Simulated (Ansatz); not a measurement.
ScAlC₂N₂: relaxation step by step

Recipe of this trial structure of ScAlC₂N₂: packed cyanide-bridged chains (P-1, No. 2). The dimensions are guesses.

```xyz
6
Lattice="3.7103 0.0000 0.0000 0.8435 4.0493 0.0000 1.5911 1.6256 7.1934" Properties=species:S:1:pos:R:3 pbc="T T T"
Sc    2.6507    0.8128    3.5967
Al    0.0000    0.0000    0.0000
C     4.6454    2.8005    5.8877
C     1.4995    2.8744    1.3057
N     4.2360    3.5337    5.0730
N     1.9089    2.1413    2.1204
```

The calculation used DFT PBE, scalar-relativistic, plane waves, PAW in Ansatz. Cutoff 420 eV, Gaussian smearing, Γ-centred meshes. Cell and atoms relax first on a coarse mesh and then on a finer one. In between, the cell is made exact in the group found at 0.06 Å. In metals the finer mesh still leaves noise of several meV/atom or more. The steps can't lower the symmetry of their start. No spin polarisation in the relaxation; trial moments died out in a coarse test.

Steps on the 6×4×4 mesh (6 atoms, 24 steps). The free energy counts from the last step; some steps are skipped; the plane-wave basis is renewed at times, which shifts energy and pressure.

```tsv
step	ΔF (meV/atom)	V (Å³/atom)	P (GPa)	largest force component (eV/Å)
1	813.4	18.01	0.54	3.173
4	577.2	14.05	-3.46	1.182
6	439.6	11.97	-1.53	1.536
9	245.8	10.89	-1.78	0.539
11	133.6	10.71	0.10	0.587
14	26.7	10.73	0.17	0.312
16	19.7	10.70	-0.39	0.195
19	18.2	10.68	0.11	0.026
21	1.7	10.74	0.13	0.076
24	0.0	10.75	0.10	0.039
```

The relaxed structure, after a last relaxation on the converged mesh:

```
CELL_PARAMETERS angstrom
3.81981 -1.63326 0.00000
3.81981 1.63326 0.00000
-1.87964 0.00000 5.14898
ATOMIC_POSITIONS crystal
Sc 0.50000 0.50000 0.50000
Al 0.00000 0.00000 0.00000
C 0.68906 0.68906 0.22458
C 0.31094 0.31094 0.77542
N 0.85830 0.85830 0.22501
N 0.14170 0.14170 0.77499
```

The symmetry goes from P-1 (No. 2) to C2/m (No. 12). The volume per atom shrinks by 40.6 %, from 18.0 to 10.7 Å³. The shortest distance goes from 1.17 Å (C–N) to 1.29 Å (C–N). The energy falls by about 0.82 eV/atom (the start's value is from the coarse mesh). The end is written in a standard setting, so origin, axes and order of atoms can differ from the start's. Sc is surrounded by 4 N at 2.23 Å, 2 C at 2.42 Å, 4 C at 2.85 Å and 4 Al at 3.19 Å; around Al lie 2 N at 1.90 Å, 4 C at 2.25 Å, 2 C at 3.03 Å, 4 N at 3.06 Å and 4 Sc at 3.19 Å; around C lie 1 N at 1.29 Å, 2 Al at 2.25 Å and 1 Sc at 2.42 Å; around N lie 1 C at 1.29 Å, 1 Al at 1.90 Å and 2 Sc at 2.23 Å.

```yaml
Volume_per_atom: 10.71 Å³
Density: 3.20 g/cm³
Energy_over_the_elements: −0.20 eV/atom
Gap_on_the_12×12×8_mesh_of_the_6-atom_cell: 0 eV (a metal)
```

Formation energies are uncorrected and refer to the elements' standard structures at the same level (N₂ as a molecule).

The last run used Gaussian smearing of 0.10 eV. The reference form of C is held partly by dispersion forces, which this level lacks. Symmetry constrained the relaxation, so the result can be a saddle point. In all, the 3 runs took 7.9 min on 1 thread of AMD EPYC 7B13 (Zen 3) (shared host).
